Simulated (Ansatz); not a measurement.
The start is a relaxed NiGe cell, doubled along one cell vector, shaken by Gaussian noise of σ = 0.08 Å a coordinate. The structure is fully relaxed (lattice and positions, P = 0) with r2SCAN (plane waves to 500 eV, PAW, scalar-relativistic; Ansatz, a program for electronic structure). The first steps use a coarse 4×8×8 k-mesh.

The start:
```yaml
crystal:
  lattice:
    - [5.87136, 0.00000, 0.00000]
    - [0.00000, 2.93568, 0.00000]
    - [0.00000, 0.00000, 2.93568]
  atoms:
    - { symbol: Ge, position: [0.99986, 0.02606, 0.92563] }
    - { symbol: Ge, position: [0.48049, 0.99459, 0.01595] }
    - { symbol: Ni, position: [0.22178, 0.49870, 0.50452] }
    - { symbol: Ni, position: [0.72282, 0.49882, 0.47729] }
```

Q: What pressure does the first self-consistent step give?

A: +3 GPa (positive: the cell is compressed).

Q: How much energy is released per atom?

A: 0.05 eV/atom.

Q: Does it find its way back to the structure it was made from?

A: The parent structure is recovered, Pm-3m (No. 221).

The end point of the relaxation:

```cif
data_GeNi
_chemical_formula_sum 'Ge1 Ni1'
_space_group_name_H-M_alt 'Pm-3m'
_space_group_IT_number 221
_space_group_name_Hall '-P 4 2 3'
_cell_length_a 2.93568
_cell_length_b 2.93568
_cell_length_c 2.93568
_cell_angle_alpha 90.000
_cell_angle_beta 90.000
_cell_angle_gamma 90.000
loop_
_atom_site_label
_atom_site_type_symbol
_atom_site_symmetry_multiplicity
_atom_site_Wyckoff_symbol
_atom_site_fract_x
_atom_site_fract_y
_atom_site_fract_z
_atom_site_occupancy
Ge1 Ge 1 a 0.00000 0.00000 0.00000 1
Ni1 Ni 1 b 0.50000 0.50000 0.50000 1
```

Final values are on a 16×16×16 k-mesh of the relaxed cell. No spin polarisation in the result. A magnetic state may lie lower.

The relaxed structure here is a generated cell of NiGe: the first start was made by a random draw of sites in a space group, and the end was not matched to a known phase here, so it may be hypothetical.
